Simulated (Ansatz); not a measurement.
BaHfO3 (cubic perovskite, Pm-3m), plane-wave PAW PBEsol (Ansatz code): ε∞ = 4.76, cell volume 71.89 Å³. Infrared-active transverse modes:

```json
[
 {"ω_TO (cm⁻¹)": "99.3", "oscillator strength S_xx (e²/amu)": "0.2855"},
 {"ω_TO (cm⁻¹)": "183.2", "oscillator strength S_xx (e²/amu)": "1.051"},
 {"ω_TO (cm⁻¹)": "523.4", "oscillator strength S_xx (e²/amu)": "0.7387"}
]
```

### Question
Compute the static dielectric constant.

### Answer
Each mode adds (4.921e7/V) S/ω²: 19.80, 21.44, 1.85. So ε0 = 47.9.

The PBEsol relaxation kept the symmetry of its start. The run is not spin-polarised. Scalar-relativistic: spin–orbit coupling is off unless named, which matters more the heavier the elements.

Potentials: the earlier of the program's two PAW sets. The files were generated under PBE; for other functionals the program regenerates the frozen cores, and for LDA and PBEsol the local potential too.
